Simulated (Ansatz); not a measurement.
A: CeO$_{2}$ (fluorite), a = b = c = 5.399 Å, α = β = γ = 90.00°
B: CdSe (zinc blende), a = 6.082 Å, b = 6.082 Å, c = 6.082 Å, α = 90.00°, β = 90.00°, γ = 90.00°
C: Ni (fcc, Cu type), a = 3.4632 Å, b = 3.4632 Å, c = 3.4632 Å, α = 90.00°, β = 90.00°, γ = 90.00°
D: ZnS (zinc blende), a = 5.3569 Å, b = 5.3569 Å, c = 5.3569 Å, α = 90.00°, β = 90.00°, γ = 90.00°
E: BAs (zinc blende), a = b = c = 4.7677 Å, α = β = γ = 90.00°

Scan: energy over volume and axial ratio (atoms clamped). One method and one kind of scan serve all of them; meshes and ranges differ. All were relaxed with their symmetry unable to fall. CeO2 is run without spin polarisation. Relaxed Ni ends ferromagnetic. The PAW data are Ansatz's earlier set. The magnetic order is the one the run started from; other orders were not tried. (This holds for the magnetic or f-shell members.) The filling of the f shell was not checked against other fillings, so treat energies with care. (This holds for the magnetic or f-shell members.)

### Question
Rank these by shear modulus C′ = (C11 − C12)/2 (fitted) (lowest first), as PBEsol (plane waves to 420 eV, PAW, scalar-relativistic; Ansatz, a first-principles code) gives it.

### Answer
B (9 GPa), D (21 GPa), C (70 GPa), E (103 GPa), A (124 GPa)

(Under strain, the slope of the energy per volume gives the stress and its curvature an elastic modulus.)
